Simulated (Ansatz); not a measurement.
CoPdO$_{2}$:
```
CELL_PARAMETERS angstrom
      1.43095     0.82616     5.94447
     -1.43095     0.82616     5.94447
      0.00000    -1.65231     5.94447
ATOMIC_POSITIONS crystal
  Pd 0.00000 0.00000 0.00000
  Co 0.50000 0.50000 0.50000
  O  0.11282 0.11282 0.11282
  O  0.88718 0.88718 0.88718
```

Relaxed with PBE.

Q: Map the electron localisation function on the plane through (0.000, 0.000, 0.000) spanned by u = [1, 0, 0] and v = [-1, 1, 1] in lattice vectors, from PBE (plane waves, PAW; program Ansatz).

A: x is the fraction of u, y of v (the angle between them is 45°; rows are the nearest grid lines); atoms in the plane: Pd at (0.00, 0.00), Co at (0.00, 0.50), O at (0.23, 0.11), O at (0.77, 0.89).
```
|:-==:.-#%%%%#+:  :+#%%%%#-.:==-:|
|-:=+=:.-*####*-. .=#%###%#-.:==-|
|++==++=:..-===:.  .=##*--*%#:.-+|
|-+++++=-....::..   :+##=:-#%*:.-|
|..-==--::..         .-*##**#%#=.|
|:..:--:::..          .-*#%%%%#+:|
|=:  .........          ..-*%%#*=|
|-:   .........          ...-=++-|
|..     .........        .:::.  .|
|...     ........        .:-==:..|
|%+-:.     ........       .:=%@@%|
|@%+-:.     ........      .:-*@@@|
|@@@*-:.      ........     .:-+%@|
|%@@%=:.       ........     .:-+%|
|..:==-:.        ........     ...|
|.  .:::.        .........     ..|
|-++=-...          .........   :-|
|=*#%%*-..          .........  :=|
|:+#%%%%#*-.          ..:::--:..:|
|.=#%#**##*-.         ..::--==-..|
|-.:*%#-:=##+:   ..::....-=+++++-|
|+-.:#%*--*##=.  .:===-..:=++==++|
|-==:.-#%###%#=. .-*####*-.:=+=:-|
|:-==:.-#%%%%#+:  :+#%%%%#-.:==-:|
```
Scale: ten equal steps from 0.015 (start of ' ') to 0.978 (end of '@'), in the order ' .:-=+*#%@'; x runs from 0.000 to 1.00, y from 0.000 (bottom) to 1.00 (top).

The density is the valence pseudo-density with augmentation charge, so density and ELF within about 1 Å of a nucleus are not all-electron values.

Space group R-3m. Symmetry was held in the PBE relaxation. The workflow began spin-polarised and lost its moments. No Hubbard U is applied.

Potentials: the later of the program's two PAW sets.
